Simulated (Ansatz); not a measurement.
WGeN4Si, Janus MA2Z4-type layer, relaxed and computed with two functionals in Ansatz (plane waves, PAW).

| functional | a (Å) | thickness (Å) | gap (eV) | IP (eV) |
|---|---|---|---|---|
| PBE | 2.967 | 7.23 | 1.63 | 5.46 |
| r²SCAN+D4 | [?] | [?] | [?] | [?] |

### Question
Some entries are withheld; supply them.

### Answer

- r²SCAN+D4, a (Å): 2.940
- r²SCAN+D4, thickness (Å): 7.15
- r²SCAN+D4, gap (eV): 1.79
- r²SCAN+D4, IP (eV): 5.49

All cells were relaxed under the symmetry of their starts (and spin orders); stability against distortions was not tested throughout. Rows with no word on spin ran without spin polarisation. Spin–orbit coupling is left out wherever it is not named. Constructed layers (a layer type filled with these elements): WGeN4Si, Janus MA2Z4-type layer; WGeN4Si, Janus MA2Z4-type layer.

Potentials: the later of the program's two PAW sets.

Ansatz (a first-principles code) is a plane-wave DFT program.
